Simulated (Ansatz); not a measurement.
Relaxed ScCu (CsCl type):

```yaml
crystal:
  lattice:
    - [6.33192, 0.00000, 0.00000]
    - [0.00000, 3.16596, 0.00000]
    - [0.00000, 0.00000, 3.16596]
  atoms:
    - { symbol: Sc, position: [0.25000, 0.50000, 0.50000] }
    - { symbol: Sc, position: [0.75000, 0.50000, 0.50000] }
    - { symbol: Cu, position: [0.00000, 0.00000, 0.00000] }
    - { symbol: Cu, position: [0.50000, 0.00000, 0.00000] }
```

The atoms are displaced by Q × the pattern below (from a DFPT mode at X = (0.5, 0.0, 0.0), largest move 1; Q in Å), at fixed cell. It is one choice among 2 degenerate patterns. (q is in reciprocal vectors of the primitive cell; the cell shown is doubled to hold the pattern.)

| atom | x | y | z |
|---|---|---|---|
| Cu3 | 0.000 | 0.000 | 1.000 |
| Cu4 | 0.000 | 0.000 | -1.000 |

Atoms not listed stay in place.

Level of theory: LDA (plane waves to 420 eV, PAW, scalar-relativistic; Ansatz, an electronic-structure program). k mesh 8×15×15 (Γ-centred), Fermi-Dirac smearing 0.05 eV. E stands for the smeared free energy. With partly filled bands, energies and forces of such displacements shift with the k mesh and the smearing. ScCu is run without spin polarisation. ScCu was relaxed with its symmetry unable to fall. The relaxed volume of ScCu is well below the measured one. ΔE is measured from the undisplaced structure. The last digit holds for this mesh only.

| Q (Å) | ΔE (meV/cell) |
|---|---|
| -0.2800 | withheld |
| -0.2333 | 230.7 |
| -0.1867 | 146.9 |
| -0.1400 | 82.2 |
| -0.0933 | 36.4 |
| -0.0467 | 9.1 |
| 0.0000 | 0.0 |
| 0.0467 | 9.1 |
| 0.0933 | 36.4 |
| 0.1400 | 82.2 |
| 0.1867 | 146.9 |
| 0.2333 | 230.7 |
| 0.2800 | withheld |

Q: Fit an even polynomial form (powers 2, 4) to the given rows and predict ΔE at Q = 0.2800.

A: Least squares on the 11 given rows: ΔE = (4170)·Q² + (1260)·Q⁴, in meV/cell with Q in Å; root-mean-square residual 0.01 meV/cell. At 0.2800 the fit gives 334.7 meV/cell; the calculation gives 334.1 meV/cell, so the extrapolation is off by 0.6 (+0.2 %). The quadratic term alone would give 326.9 meV/cell.

(For displaced atoms, the force is minus the slope of the energy, and its curvature is a force constant, which sets phonon frequencies.)
